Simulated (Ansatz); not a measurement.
Input file for Ansatz (an electronic-structure program):

Ansatz 0.2 input:
```yaml
crystal:
  lattice:
    - [3.1803054022, 0.0, 0.0]
    - [-1.5901527011, 2.7542252701, 0.0]
    - [0.0, 0.0, 7.8713246441]
  atoms:
    - { symbol: B, position: [0.3333333333, 0.6666666667, 0.25] }
    - { symbol: P, position: [0.6666666667, 0.3333333333, 0.25] }
    - { symbol: P, position: [0.3333333333, 0.6666666667, 0.75] }
    - { symbol: B, position: [0.6666666667, 0.3333333333, 0.75] }
kpoints:
  mp_grid: { grid: [10, 10, 4] }
hamiltonian:
  xc: lda
  pseudopotentials: { azcp: { folder: ./paw }, kind: paw }
scf:
  occupations: { method: fixed }
phonons:
  method: dfpt
  response_accuracy: low
  eigenvectors: true
  rigid_motions: translations
  dielectric: true
  raman: true
```

Output (shortened):

```
Pseudopotential: B, paw, valence charge 3
Pseudopotential: P, paw, valence charge 5
Functional definition: SPW92
Crystal: 4 atoms, lattice volume = 68.947 Å³
Basis set: ecut = 420 eV, 1359 PW (Γ), exchange–correlation on 48×48×108 points (8 copies of the dense FFT grid, shifted against one another)
Bands: 12, of which v1, the nominal top of the filled ones, is band 8 counted from 1 (7 counted from 0)
Symmetry: 24 space group operations
k-points: 117 of 400 (irreducible under 2 space group operations, time reversal used)
SCF iter   1: F=—  HF=-1753.172356 eV  |F-HF|=—  |Δ(HF+E_count)|=         —  Δρ=8.18e-2  dr2=5.53e0  ethr=3.10e-3  ⟨swp⟩=5.6  Hψ=9252  notcnv=0  defer=151
preconditioner: auto → none
SCF iter   2: F=—  HF=-1751.482508 eV  |F-HF|=—  |Δ(HF+E_count)|=    1.69e0  Δρ=3.21e-2  dr2=6.70e-1  ethr=3.10e-3  ⟨swp⟩=3.7  Hψ=4273  notcnv=0  defer=198
SCF iter   3: F=—  HF=-1751.288386 eV  |F-HF|=—  |Δ(HF+E_count)|=   1.94e-1  Δρ=1.24e-2  dr2=6.15e-2  ethr=3.10e-3  ⟨swp⟩=2.5  Hψ=3164  notcnv=0  defer=182
SCF iter   4: F=—  HF=-1751.274009 eV  |F-HF|=—  |Δ(HF+E_count)|=   1.44e-2  Δρ=4.73e-3  dr2=9.05e-3  ethr=3.84e-4  ⟨swp⟩=1.9  Hψ=1803  notcnv=0  defer=201
SCF iter   5: F=—  HF=-1751.271716 eV  |F-HF|=—  |Δ(HF+E_count)|=   2.29e-3  Δρ=6.30e-4  dr2=1.60e-4  ethr=5.65e-5  ⟨swp⟩=2.7  Hψ=2477  notcnv=0  defer=230
SCF iter   6: F=—  HF=-1751.271672 eV  |F-HF|=—  |Δ(HF+E_count)|=   4.35e-5  Δρ=1.05e-4  dr2=5.72e-6  ethr=1.00e-6  ⟨swp⟩=2.6  Hψ=2373  notcnv=0  defer=216
SCF iter   7: F=—  HF=-1751.271671 eV  |F-HF|=—  |Δ(HF+E_count)|=   1.06e-6  Δρ=2.71e-6  dr2=2.97e-9  ethr=3.58e-8  ⟨swp⟩=2.5  Hψ=2380  notcnv=0  defer=148
SCF iter   8: F=—  HF=-1751.271671 eV  |F-HF|=—  |Δ(HF+E_count)|=   1.16e-7  Δρ=4.30e-7  dr2=7.13e-11  ethr=1.00e-12  ⟨swp⟩=13.9  Hψ=13680  notcnv=0
SCF iter   9: F=-1751.271671 eV  HF=-1751.271671 eV  |F-HF|=1.27e-11  |Δ(HF+E_count)|=  9.09e-12  Δρ=1.94e-7  dr2=2.06e-11  ethr=1.00e-12  ⟨swp⟩=5.2  Hψ=7654  notcnv=0
SCF 1 converged in 9 iterations: F = -1751.271671 eV  dr2 = 2.06e-11
NSCF: frozen V_eff on 117 k-points
NSCF: frozen V_eff on 88 k-points
DFPT response loops at Γ: preconditioner auto → Resta (q_TF=auto, 2.139 Å⁻¹)  ε∞=10.3 (no band partly filled) …
── the response to a field inside a basis, on 20×20×8 k-points: an SCF that follows is theirs, and a resumed run solves both again ──
Crystal: 4 atoms, lattice volume = 68.947 Å³
Bands: 9, of which v1, the nominal top of the filled ones, is band 8 counted from 1 (7 counted from 0)
k-points: 440
SCF iter   1: F=—  HF=-1751.272473 eV  |F-HF|=—  |Δ(HF+E_count)|=         —  Δρ=1.59e-4  dr2=1.68e-5  ethr=1.00e-1
preconditioner: auto → none
SCF iter   2: F=—  HF=-1751.272469 eV  |F-HF|=—  |Δ(HF+E_count)|=   3.29e-6  Δρ=6.13e-5  dr2=1.50e-6  ethr=1.05e-7
SCF iter   3: F=—  HF=-1751.272469 eV  |F-HF|=—  |Δ(HF+E_count)|=   2.59e-7  Δρ=3.09e-5  dr2=2.31e-7  ethr=9.35e-9
SCF iter   4: F=—  HF=-1751.272469 eV  |F-HF|=—  |Δ(HF+E_count)|=   2.98e-8  Δρ=5.89e-6  dr2=7.56e-9  ethr=1.44e-9
SCF iter   5: F=-1751.272469 eV  HF=-1751.272469 eV  |F-HF|=2.27e-11  |Δ(HF+E_count)|=   1.78e-9  Δρ=5.65e-7  dr2=6.08e-11  ethr=4.72e-11
SCF 1 converged in 5 iterations: F = -1751.272469 eV  dr2 = 6.08e-11
DFPT response loops at Γ: preconditioner auto → Resta (q_TF=auto, 2.139 Å⁻¹)  ε∞=10.1 (no band partly filled) …
DFPT response loops at Γ: mixed as the last ones told, above
WARN: field response: the Raman tensors and χ⁽²⁾ stand inside a basis, whose 20×20×8 points do not settle the susceptibility there …
WARN: field response: inside a basis, on 20×20×8 points, no mesh in reach settles it …
WARN: field response: ε∞ stands inside a basis, on 20×20×8 points …
SCF converged after 9 iterations
Free energy (F): -1751.271671 eV
Harris-Foulkes:  -1751.271671 eV  (|F-HF|=1.27e-11)
Internal energy: -1751.271671 eV  (E = F + TS)
E sigma→0 (E₀):  -1751.271671 eV
Fermi energy:    4.270069 eV
--- Per-component energies (eV) ---
  E_band       = -29.741668
  E_kinetic    = 237.762459
  E_local      = -344.988608  (includes V_loc(G=0)·N_el)
  E_nonlocal   = 85.323760
  E_hartree    = 106.714627
  E_xc         = -208.890145
  E_vxc        = -198.428044  (∫ρ·V_xc dr)
  E_paw        = -1203.116585  (= ΣΔE_a)
  E_vpaw       = -22.840566  (= ΣTr[D̂ρ^β])
  E_aug_tail   = 0.000016  (compensation charges beyond the density's cutoff)
  E_ewald      = -424.403564
  E_core_change = 0.326372  (= ΣΔE_core)
  E_smearing   =  0.000000  (= −TS)
  E_closure    = 0.000000  (closes the sum)
  Σ components = -1751.271671   (vs F -1751.271671, Δ=0.00e0)
  [band-id]    e_kinetic+e_local+e_nonlocal+2·e_hartree+e_vxc+e_vpaw+e_augmentation_tail = -29.741731   (vs E_band -29.741668, Δ=-6.36e-5)
--- Band table (eV; the first three rows and the last of 117) ---
  k-point 0: bands = ["-9.6820", "-9.4421", "-0.9555", "0.8932", "2.5330", "2.5330", "2.5929", "2.5929", "7.4476", "8.8431", "8.8431", "8.9711"]
  k-point 1: bands = ["-9.6489", "-9.4794", "-0.7388", "0.5413", "2.5418", "2.5418", "2.5841", "2.5841", "8.1051", "8.8615", "8.8615", "8.9518"]
  k-point 2: bands = ["-9.5662", "-9.5662", "-0.1601", "-0.1601", "2.5628", "2.5628", "2.5628", "2.5628", "8.9061", "8.9061", "8.9061", "8.9061"]
  k-point 116: bands = ["-6.9763", "-6.8537", "-3.1836", "-3.0890", "-1.0999", "-1.0045", "2.3224", "3.4157", "5.8550", "6.8163", "9.6992", "9.8487"]
--- Phonons (Γ-DFPT): 4 representative perturbations + reference, on 117 of 400 k-points (Σ response iterations 12) ---
  ASR residual: 8.286e-5 → 0.000e0 eV/Å²; symmetrization residual: 9.186e-6 eV/Å²
  ASR residual per site (eV/Å²): 6.14e-5 8.29e-5 8.29e-5 6.14e-5
  Γ frequencies (cm⁻¹): -30.49 -30.49 0.00 0.00 0.00 80.96 279.03 300.95 973.10 973.10 975.88 975.88
  ε∞ (high-frequency dielectric tensor):
       21.378476     0.000000     0.000000
        0.000000    21.378476     0.000000
        0.000000     0.000000     6.343663
  ε⁰ (static dielectric tensor): not given — an optical mode at Γ is not stable, and the ionic part, a sum over the modes at Γ, is formed only where all of …
  softest optical mode at Γ: -30.49 cm⁻¹; the repairs (sum rule, projections) moved no ω² at Γ by more than (2.08 cm⁻¹)²
  Born effective charges Z* (e; rows j = field, columns β = displacement):
    site 0:
         2.06383    0.00000    0.00000
         0.00000    2.06383    0.00000
         0.00000    0.00000    0.24672
    site 1:
        -2.06383    0.00000    0.00000
         0.00000   -2.06383    0.00000
         0.00000    0.00000   -0.24672
    site 2:
        -2.06383    0.00000    0.00000
         0.00000   -2.06383    0.00000
         0.00000    0.00000   -0.24672
    site 3:
         2.06383    0.00000    0.00000
         0.00000    2.06383    0.00000
         0.00000    0.00000    0.24672
  Z* charge neutrality: 1.541e-3 e pre-enforcement
  solved inside a basis spanned on kpoints, on 20×20×8 k-points transformed towards the longest dipole, which do not settle them …
  Raman tensors (in the event stream and the table raman_tensors.tsv) …
  optical modes at Γ without the LO–TO term, one row a degenerate level:
      ω (cm⁻¹)  modes    IR ((D/Å)²/amu)  static Raman (Å⁴/amu)  depolarisation
        -30.49      2             0.0000                 3.3675           0.750
         80.96      1             0.0000                 0.0000               —
        279.03      1             0.3505                 0.0000               —
        300.95      1             0.0000                 0.0000               —
        973.10      2            49.0523                 0.0000               —
        975.88      2             0.0000            377003.8402           0.750
  optical modes at Γ + LO–TO along q̂ = [1.0000, 0.0000, 0.0000]:
      ω (cm⁻¹)  modes    IR ((D/Å)²/amu)  static Raman (Å⁴/amu)  depolarisation
        -30.49      2             0.0000                 3.3675           0.750
         80.96      1             0.0000                 0.0000               —
        279.03      1             0.3505                 0.0000               —
        300.95      1             0.0000                 0.0000               —
        973.10      1            24.5261                 0.0000               —
        975.88      2             0.0000            377003.8402           0.750
        991.17      1            24.5261                 0.0000               —
  optical modes at Γ + LO–TO along q̂ = [0.0000, 1.0000, 0.0000]:
      ω (cm⁻¹)  modes    IR ((D/Å)²/amu)  static Raman (Å⁴/amu)  depolarisation
        -30.49      2             0.0000                 3.3675           0.750
         80.96      1             0.0000                 0.0000               —
        279.03      1             0.3505                 0.0000               —
        300.95      1             0.0000                 0.0000               —
        973.10      1            24.5261                 0.0000               —
        975.88      2             0.0000            377003.8402           0.750
        991.17      1            24.5261                 0.0000               —
  optical modes at Γ + LO–TO along q̂ = [0.0000, 0.0000, 1.0000]:
      ω (cm⁻¹)  modes    IR ((D/Å)²/amu)  static Raman (Å⁴/amu)  depolarisation
        -30.49      2             0.0000                 3.3675           0.750
         80.96      1             0.0000                 0.0000               —
        282.08      1             0.3505                 0.0000               —
        300.95      1             0.0000                 0.0000               —
        973.10      2            49.0523                 0.0000               —
        975.88      2             0.0000            377003.8402           0.750
```

Cost: about 19 core-minutes (a rough figure) on shared cores.

Space group P6_3/mmc. The start of the workflow was typed in or built on a structure type; neither database checked (COD, Materials Project) lists it. It is not the phase usual at ambient conditions (space group No. 216). Symmetry was held in the LDA relaxation; of distortions, only those at the zone centre were tested, and some modes there are weakly imaginary. A crystal of weakly bound layers computed without a dispersion correction: the cell and the soft elastic constants depend strongly on that.

Potentials: the earlier of the program's two PAW sets.

Ansatz is a plane-wave DFT program.
